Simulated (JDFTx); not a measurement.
```yaml
surface: Zr(0001)
bulk: Zr, P6_3/mmc, lattice of mp-131 (not re-optimised)
slab: 4 atoms in 4 planes, 1x1, 7.8 Å between the outermost planes
in-plane cell: 3.239 × 3.239 Å, 9.09 Å²
cell_height: 23.8 Å
sampling: 8×8×1 k mesh, Fermi smearing 0.01 Ha, no spin polarisation
```

Level of theory: PBE, GBRV ultrasoft potentials, plane waves to 20/100 Ha; code: a modified build of JDFTx. Vacuum. The outer atoms relax from bulk positions, keeping the cell's symmetry; the lattice is not PBE's own optimum in this code, and that strain can shift the moves by a few hundredths of an ångström. Input:

```
lattice \
  6.1212571767 -3.0606285884 0.0000000000 \
  0.0000000000 5.3011642078 0.0000000000 \
  0.0000000000 0.0000000000 44.9754817661
coords-type Lattice
ion Zr 0.6666666670 0.3333333330 -0.1629901260 1
ion Zr 0.3333333330 0.6666666670 -0.0543300420 0
ion Zr 0.6666666670 0.3333333330 0.0543300420 0
ion Zr 0.3333333330 0.6666666670 0.1629901260 1
ion-species pseudo/zr_pbe_v1.upf
elec-cutoff 20 100
elec-ex-corr gga-PBE
coulomb-interaction Slab 001
coulomb-truncation-embed 0 0 0
kpoint-folding 8 8 1
elec-smearing Fermi 0.01
lcao-params 10
elec-n-bands 34
electronic-scf nIterations 100 energyDiffThreshold 1e-07
ionic-minimize nIterations 10 energyDiffThreshold 1e-5 knormThreshold 4e-4
dump-name vac.$VAR
dump End State Ecomponents EigStats BandEigs Forces ElecDensity IonicPositions Fillings Kpoints Dtot
```

Task: How far do the free atoms of the upper face move along the normal, and how much energy is released?

Result: Zr (atom 4) -0.09 Å (positive: outward). The free energy falls by 0.023 eV per cell, 20 mJ/m².
